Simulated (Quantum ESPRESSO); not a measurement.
One change at a time to AgIr3Ti2Zr2

These are calculations, not measurements. They come from Quantum ESPRESSO 7.5, a public plane-wave density functional program. Each row is one single-point run on a made-up periodic cell of eight metal atoms, with elements, volume, strain and displacements drawn at random and not relaxed, so a cell may be unstable or far from any real phase. There is no spin polarisation or spin-orbit coupling.

Settings: PBE unless stated; PseudoDojo standard norm-conserving files; Fermi-Dirac width 0.25 eV, which means electrons at about 2900 K; cutoff 1143 eV; 8 x 5 x 3 k mesh shifted half a step off Gamma. E is the free energy of the whole cell (internal energy minus TS), so a -TS column is already part of it. Stress is positive in tension, and the pressure P is minus a third of its trace.

Checks: one run of this series was repeated at a higher cutoff and on a denser mesh, which moved values by no more than 0.004 eV, 0.09 GPa and 0.006 eV/Å, and a second program with other atomic files agreed on it to 2 % rms in force and 0.5 GPa in pressure. Known limits: heavy elements are run without spin-orbit coupling, which real alloys of them have; a spin test at this wide smearing found no moment, but such smearing suppresses magnetism that the real alloy may have.

The lattice is hexagonal close-packed, and the cell vectors in Å are (-2.984, -0.015, 0.027); (0.027, 5.064, 0.048); (1.565, -2.615, -9.613), a volume of 144.64 Å³ in run 1. The elements on sites 1 to 8 are Zr Ir Zr Ir Ag Ti Ir Ti. Each later run makes one change to run 1 and keeps the rest. E is counted from run 1, and is n/a where other atomic files have another zero of energy.

```
run,change,V (Å³),P (GPa),-TS (eV),rms force (eV/Å),largest change of a force component (eV/Å),E (eV)
1,none,144.64,-7.91,-1.869,0.247,0.000,0.000
2,sites 6 and 7 exchanged,144.64,-8.10,-1.856,0.429,1.274,0.088
3,all lengths scaled by -1.52 %,138.14,-1.37,-1.777,0.285,0.264,?
4,Ga on site 7,144.64,-4.79,-1.723,0.239,0.260,n/a
5,site 7 moved by -0.17 Å along z,144.64,-7.57,-1.867,0.255,0.530,0.033
```

## Worked estimate

Along a uniform scaling dE = -P dV. The mean of the two pressures is -4.640 GPa and the volume changes by -6.50 Å³, with 160.2 GPa to one eV/Å³. The same two rows give -V dP/dV = 142 GPa for this cell with clamped atoms, which is not the bulk modulus of a real alloy.

## Withheld value

Question: what E should run 3 give?

The estimate is -0.188 eV. The calculation gave -0.193 eV. The mean of two end points misses the curvature of P, and the finite cutoff adds a little.
